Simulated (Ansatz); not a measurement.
PRu:
```
CELL_PARAMETERS angstrom
      2.94686     0.00000     0.00000
      0.00000     2.94686     0.00000
      0.00000     0.00000     2.94686
ATOMIC_POSITIONS crystal
  Ru 0.00000 0.00000 0.00000
  P  0.50000 0.50000 0.50000
```

Relaxed with PBE. Special points in fractions of this cell's reciprocal vectors: Γ (0.000, 0.000, 0.000); X (0.000, 0.500, 0.000); M (0.500, 0.500, 0.000); R (0.500, 0.500, 0.500).

List the band energies nearest the Fermi level at these points for the program Ansatz at the PBE with spin–orbit coupling level (PAW).

In eV from the Fermi level; about four levels below and three above (degenerate sets whole), none deeper than 8.9 eV; points with the same levels are listed once.

```
k                                below                          above
-  -----------------------------------  -----------------------------
Γ              -0.03 -0.03 -0.03 -0.03  7.20 7.20 8.57 8.57 8.57 8.57
X              -4.09 -4.09 -0.99 -0.99            0.38 0.38 4.97 4.97
M              -2.87 -2.87 -2.76 -2.76            0.13 0.13 0.60 0.60
R  -7.99 -7.99 -7.99 -7.99 -7.96 -7.96            0.27 0.27 0.27 0.27
```

Space group Pm-3m (CsCl type). A made-up cell: these elements were put on the sites of a structure type; neither database checked (COD, Materials Project) lists it. Whether it is the stable phase at ambient conditions was not checked. The PBE relaxation kept the symmetry of its start; its stability against distortions is not shown here. No spin polarisation was allowed.

Potentials: the earlier of the program's two PAW sets.
